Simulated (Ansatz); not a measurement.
SiC (P6_3mc): what a change of settings does

```
CELL_PARAMETERS angstrom
3.07534 0.00000 0.00000
-1.53767 2.66332 0.00000
0.00000 0.00000 5.04822
ATOMIC_POSITIONS crystal
Si 0.33333 0.66667 0.00460
Si 0.66667 0.33333 0.50460
C 0.33333 0.66667 0.38040
C 0.66667 0.33333 0.88040
```

Unless marked otherwise, the numbers come from r²SCAN, PAW on Ansatz 0.2.0's default frozen-core files (fitted under PBE), scalar-relativistic. k mesh 8×8×6, strains of ±0.005, fixed occupations, cutoff 500 eV. The cell was relaxed by PAW under this functional.

With these settings the run gives C11 = 533.4, C44 = 164.8 GPa and B_V = 227.9 GPa (relaxed ions).

Problem. The run is repeated in the same cell with hamiltonian.pseudopotentials from {'kind': 'paw'} to {'kind': 'paw', 'source': 'jth'}. What moves, and by how much?

Solution. C11: -0.29 %; C44: +0.42 %; B_V: -1.18 %. The cutoff follows the change, from 500 to 780 eV. The cell isn't relaxed anew, and its pressure at the new settings is -0.6 GPa; in its own relaxed cell the change can differ in size and sign.

Known limits: frozen-core PAW files fitted under PBE, their cores solved anew for the functional of the run; constants at zero field, no piezoelectric stiffening.
